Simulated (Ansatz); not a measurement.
Input:

YNbN3:
```yaml
crystal:
  lattice:
    - [4.03259, 0.00000, 0.00000]
    - [0.00000, 4.03259, 0.00000]
    - [0.00000, 0.00000, 4.03259]
  atoms:
    - { symbol: Y, position: [0.00000, 0.00000, 0.00000] }
    - { symbol: Nb, position: [0.50000, 0.50000, 0.50000] }
    - { symbol: N, position: [0.50000, 0.50000, 0.00000] }
    - { symbol: N, position: [0.50000, 0.00000, 0.50000] }
    - { symbol: N, position: [0.00000, 0.50000, 0.50000] }
```

This is the r²SCAN-relaxed structure.

All from r²SCAN (plane waves, PAW; program Ansatz), unless another level is named. Estimate the electronic character.

metallic (no gap).

And the formation energy from the elements (no fitted shifts)?

-908 meV/atom.

What about the density of states at the Fermi level?

0.49 states/eV per atom (mean over ±0.08 eV).

Space group Pm-3m (cubic perovskite). The start of the workflow was typed in or built on a structure type; neither database checked (COD, Materials Project) lists it. Whether it is the stable phase at ambient conditions was not checked. Symmetry was held in the r²SCAN relaxation; whether a distortion lowers the energy is not shown. The workflow began spin-polarised and lost its moments. Other orbital occupations within this spin state were not tried. The references are the lowest solids computed at this level, not always the standard phases (solids in place of the gases). Scalar-relativistic: spin–orbit coupling is off unless named, which matters more the heavier the elements.

Potentials: the later of the program's two PAW sets.
